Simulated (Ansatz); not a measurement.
TiZn₃ (Cu3Au type, space group No. 221), r²SCAN (plane waves, PAW; program Ansatz), all energies at zero smearing, with the estimated change up to a 700 eV cutoff added, with one set of potentials and settings (totals compare only within such a set). Cell of 4 atoms (3 Zn, 1 Ti): -12482.270 eV.

| element | reference phase | E (eV/atom) |
|---|---|---|
| Zn | P6_3/mmc, 2 atoms in the cell | -3325.6729 |
| Ti | P6/mmm, 3 atoms in the cell | -2504.3896 |

Formation energy per atom, worked out: (-12482.270 − 3×(-3325.6729) − 1×(-2504.3896))/4 = -0.215 eV/atom (-21 kJ per mol of atoms), at 0 K, without zero-point energy or fitted corrections.

Space group Pm-3m (Cu3Au type). The workflow started from an entry of the Crystallography Open Database (COD). Its standing as an ambient phase is unchecked. Symmetry was held in the r²SCAN relaxation; whether a distortion lowers the energy is not shown. The run is not spin-polarised. The references are the lowest solids computed at this level, not always the standard phases.

Potentials: the later of the program's two PAW sets.
